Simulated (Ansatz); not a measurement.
GaP (zinc blende)

```
CELL_PARAMETERS angstrom
      0.00000     2.71921     2.71921
      2.71921     0.00000     2.71921
      2.71921     2.71921     0.00000
ATOMIC_POSITIONS crystal
  P  0.25000 0.25000 0.25000
  Ga 0.00000 0.00000 0.00000
```

The relaxed cell is deformed in two ways at once: its volume V is scaled, and at that volume it is stretched along z (the c axis of the conventional cell) so that c/a changes. Fractional atomic positions are held.

These are PBEsol (plane waves to 420 eV, PAW, scalar-relativistic; Ansatz, an electronic-structure program) values and carry that method's errors. k mesh 11×11×11 (Γ-centred), Fermi-Dirac smearing 0.05 eV. Energies are smeared free energies. GaP was relaxed with its symmetry unable to fall.

Changes of ΔE (meV/atom) from the point V/V₀ = 1.000, (c/a)/(c/a)₀ = 1.000 when one coordinate moves alone (two changes are said to add if the coupling is within 5 % of the smaller one, nearly so within 20 %):

```tsv
point	change
V/V₀ = 1.000, (c/a)/(c/a)₀ = 0.920	19.46
V/V₀ = 1.000, (c/a)/(c/a)₀ = 0.960	4.93
V/V₀ = 0.960, (c/a)/(c/a)₀ = 1.000	9.20
V/V₀ = 0.980, (c/a)/(c/a)₀ = 1.000	2.22
V/V₀ = 1.020, (c/a)/(c/a)₀ = 1.000	2.04
V/V₀ = 1.040, (c/a)/(c/a)₀ = 1.000	7.92
V/V₀ = 1.000, (c/a)/(c/a)₀ = 1.040	5.02
V/V₀ = 1.000, (c/a)/(c/a)₀ = 1.080	20.21
```

Problem. What is the change at V/V₀ = 1.040, (c/a)/(c/a)₀ = 0.920, where both move, and how far is it from the sum?

Solution. The sum of the single changes is 7.92 + (19.46) = 27.38; the calculation gives 28.12, so the coupling contributes 0.74 (under 20 % of the smaller single change, nearly additive).

Problem. What is the change at V/V₀ = 0.980, (c/a)/(c/a)₀ = 1.080, where both move, and how far is it from the sum?

Solution. The sum of the single changes is 2.22 + (20.21) = 22.43; the calculation gives 22.13, so the coupling contributes -0.30 (under 20 % of the smaller single change, nearly additive).

Problem. What is the change at V/V₀ = 1.040, (c/a)/(c/a)₀ = 0.960, where both move, and how far is it from the sum?

Solution. The sum of the single changes is 7.92 + (4.93) = 12.85; the calculation gives 13.02, so they add (within 5 % of the smaller single change).

(Under strain, the slope of the energy per volume gives the stress and its curvature an elastic modulus.)
